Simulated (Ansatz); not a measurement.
**Slab of fcc Cu (100), 3 layers**

The slab is cut from the fcc crystal, the stable phase, as relaxed on PAW files (11.95 Å³/atom), with 16 Å of vacuum and a dipole correction:

```yaml
crystal:
  lattice:
    - [2.56651, 0.00000, 0.00000]
    - [0.00000, 2.56651, 0.00000]
    - [0.00000, 0.00000, 19.62960]
  atoms:
    - { symbol: Cu, position: [0.00000, 0.00000, 0.40755] }
    - { symbol: Cu, position: [0.50000, 0.50000, 0.50000] }
    - { symbol: Cu, position: [0.00000, 0.00000, 0.59245] }
```

Level of theory: DFT with PBE, scalar-relativistic, in Ansatz 0.2.0; a Γ-centred 14×14×1 k mesh, Fermi–Dirac smearing of 0.1 eV, no spin polarisation. LAPW: all electrons, basis error target 1 meV/atom; PAW: frozen-core files, cutoff 420 eV.

The bulk energy comes from a cell in the slab's orientation on a 14×14×10 mesh. The surface energy is (E(slab) − N·E(bulk))/2A at zero smearing, the mean of both faces; thin slabs carry quantum-size effects.

Q: As cut, the LAPW slab lies 1.239 eV above 3 atoms of bulk. What surface energy is that?

A: Over two faces of 6.59 Å² it is 94.0 meV/Å², and times 16.02 J/m² per eV/Å² that gives γ = 1.507 J/m².

| method | γ as cut (J/m²) | γ relaxed (J/m²) | Φ as cut (eV) | Φ relaxed (eV) |
| --- | --- | --- | --- | --- |
| LAPW | 1.507 | 1.496 | 4.63 | 4.62 |
| PAW | 1.506 | 1.495 | 4.63 | 4.62 |

Q: How do the spacings between the planes relax?

A: From the bottom face up: d12 -2.6 % of 1.815 Å, d23 -2.6 % of 1.815 Å.

Q: What changes if the images along the normal are cut off in place of the dipole correction?

A: LAPW then gives: no gap, work function 4.62 eV; PAW: no gap, work function 4.62 eV.

Q: A 2p core hole is made on one atom of each kind in every 1×1 cell (PAW hole dataset, neutral cell, valence without spin). What does it cost by layer?

A: layer 1 936.38 eV, layer 2 936.60 eV. Shifts between layers mean more than the absolute values, and a whole layer of holes screens otherwise than one hole.

Q: In the relaxed 1×1 cell, replace the outer, then the middle Cu by Zn, which changes a whole layer. What shift does this Z+1 picture give?

A: E(outer) − E(middle) = -0.17 eV by LAPW and -0.17 eV by PAW; a positive value puts the surface line at higher binding energy.
